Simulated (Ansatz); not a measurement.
SnPd3 (Cu3Au type, Pm-3m) under volume change, LDA in the plane-wave PAW code Ansatz, scaled uniformly.

| V (Å³/atom) | E − E(relaxed) (meV/atom) | P (GPa) |
|---|---|---|
| 13.897 | [?] | [?] |
| 14.356 | 38.4 | 14.33 |
| 14.814 | 9.0 | 6.49 |
| 15.272 | 0.0 | 0.00 |
| 15.730 | 7.9 | -5.37 |
| 16.188 | [?] | [?] |
| 16.646 | 63.2 | -13.42 |

Question: Fill in the missing entries.

Answer: 
- 13.897, E − E(relaxed) (meV/atom): 92.5
- 13.897, P (GPa): 23.77
- 16.188, E − E(relaxed) (meV/atom): 29.8
- 16.188, P (GPa): -9.79

Question: What does a third-order Birch–Murnaghan fit give for V₀, B₀ and B′?

Answer: V₀ = 15.27 Å³/atom, B₀ = 196 GPa, B′ = 5.3.

The first step of the workflow began from a Materials Project structure, measured or hypothetical; the Crystallography Open Database files this formula in space group No. 221, but the cells were not matched. Its standing as an ambient phase is unchecked. The cell was relaxed with LDA under the symmetry of its start; of distortions, only those at the zone centre were tested. The run is not spin-polarised. Scalar-relativistic: spin–orbit coupling is off unless named, which matters more the heavier the elements.

Potentials: the later of the program's two PAW sets.
